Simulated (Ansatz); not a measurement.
## Two Ansatz runs on Lu

Structure from Materials Project entry mp-145 (possibly hypothetical), not relaxed further.

First run: DFT, LDA, PAW with Ansatz's default frozen-core files, scalar-relativistic (Ansatz 0.2.0).

Command: `ansatz run input.yaml --threads 1 --pin off --max-ram 2048MiB --backend cpu --events-out ev --progress --plain --runs-dir out` The run took 14 s on 1 thread of Arm Neoverse V1, on a shared host, peak memory 0.43 GiB.

```yaml
crystal:
  lattice:
    - [3.5180521701, 0.0, 0.0]
    - [-1.7590260851, 3.0467225512, 0.0]
    - [0.0, 0.0, 5.44608434]
  atoms:
    - { symbol: Lu, position: [0.3333333333, 0.6666666667, 0.25] }
    - { symbol: Lu, position: [0.6666666667, 0.3333333333, 0.75] }
kpoints:
  mp_grid: { grid: [12, 12, 7] }
  band_path:
    path:
      - [0.0, 0.0, 0.0]
      - [0.5, 0.0, 0.0]
      - [0.3333333333, 0.3333333333, 0.0]
      - [0.0, 0.0, 0.0]
      - [0.0, 0.0, 0.5]
      - [0.5, 0.0, 0.5]
      - [0.3333333333, 0.3333333333, 0.5]
      - [0.0, 0.0, 0.5]
      - [0.5, 0.0, 0.5]
    npoints: 5
scf:
  occupations: { method: fermi_dirac, width: 0.03 }
hamiltonian:
  xc: lda
  pseudopotentials: { kind: paw }
output:
  forces: true
  stress: true
  eigenvalues: true
  efg: { contact_densities: true }
```

Result: converged; pressure -5.22 GPa; no gap on the k mesh; 8 SCF iterations.

Spin–orbit coupling is left out, though it moves levels of the heavy atoms by tenths of an eV or more.

The input is then changed:

```diff
@@ -5,6 +5,6 @@
     - [0.0, 0.0, 5.44608434]
   atoms:
-    - { symbol: Lu, position: [0.3333333333, 0.6666666667, 0.25] }
-    - { symbol: Lu, position: [0.6666666667, 0.3333333333, 0.75] }
+    - { symbol: Lu, position: [0.3333333333, 0.6666666667, 0.25], spin: 0.2 }
+    - { symbol: Lu, position: [0.6666666667, 0.3333333333, 0.75], spin: 0.2 }
 kpoints:
   mp_grid: { grid: [12, 12, 7] }
@@ -22,5 +22,5 @@
     npoints: 5
 scf:
-  occupations: { method: fermi_dirac, width: 0.03 }
+  occupations: { method: tetrahedron }
 hamiltonian:
   xc: lda
@@ -31,3 +31,11 @@
   eigenvalues: true
   efg: { contact_densities: true }
+  write_density: true
+  write_potential: true
+  elf: true
+  volumetric_format: npy
+magnetization:
+  spin_polarized: true
+basis:
+  ecutwfc: "600 eV"
```

Question: Predict the outcome of the changed run.

Answer: It converged; pressure -5.25 GPa; moment 0.00 μB; 16 SCF iterations.
